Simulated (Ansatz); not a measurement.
BaTi2Te2O:
```yaml
crystal:
  lattice:
    - [4.11549, 0.00000, 0.00000]
    - [0.00000, 4.11549, 0.00000]
    - [0.00000, 0.00000, 8.14358]
  atoms:
    - { symbol: Ba, position: [0.00000, 0.00000, 0.00000] }
    - { symbol: Ti, position: [0.50000, 0.00000, 0.50000] }
    - { symbol: Ti, position: [0.00000, 0.50000, 0.50000] }
    - { symbol: Te, position: [0.50000, 0.50000, 0.74908] }
    - { symbol: Te, position: [0.50000, 0.50000, 0.25092] }
    - { symbol: O, position: [0.00000, 0.00000, 0.50000] }
```

Relaxed with r²SCAN.

**Question.** Map the valence electron density (e/Å³), cut off at 1 on the plane through (0.000, 0.000, 0.000) spanned by u = [1, 0, 0] and v = [0, 0, 1] in lattice vectors, from plane-wave PAW r²SCAN (Ansatz code).

**Answer.** x is the fraction of u, y of v (the angle between them is 90°; rows are the nearest grid lines); atoms in the plane: Ba at (0.00, 0.00), Ti at (0.50, 0.50), O at (0.00, 0.50).
```
|=+%@@%=.      .=%@@%+=|
|%@@@@*-.      .-*@@@@%|
|@@@@%=:        :=%@@@@|
|#*+-:.          .:-+*#|
|..                  ..|
|                      |
|                      |
|                      |
|         ....         |
|*+=:....-*@@*-....:=+*|
|@@@*-::=@@@@@@=::-*@@@|
|@@@@%=+@@@@@@@@+=%@@@@|
|@@@@%=+@@@@@@@@+=%@@@@|
|@@@*-::=@@@@@@=::-*@@@|
|*+=:....-*@@*-....:=+*|
|         ....         |
|                      |
|                      |
|                      |
|..                  ..|
|#*+-:.          .:-+*#|
|@@@@%=:        :=%@@@@|
|%@@@@*-.      .-*@@@@%|
|=+%@@%=.      .=%@@%+=|
```
Scale: ten equal steps from 0.022 (start of ' ') to 1.00 (end of '@'), in the order ' .:-=+*#%@'; x runs from 0.000 to 1.00, y from 0.000 (bottom) to 1.00 (top).

The density is the valence pseudo-density with augmentation charge, so density and ELF within about 1 Å of a nucleus are not all-electron values.

Space group P4/mmm. The start of the workflow was typed in or built on a structure type; neither database checked (COD, Materials Project) lists it. Its standing as an ambient phase is unchecked. The cell was relaxed with r²SCAN under the symmetry of its start; its stability against distortions is not shown here. The workflow began spin-polarised and lost its moments. Spin–orbit coupling is left out wherever it is not named.

Potentials: the earlier of the program's two PAW sets. The files were generated under PBE; for other functionals the program regenerates the frozen cores, and for LDA and PBEsol the local potential too.
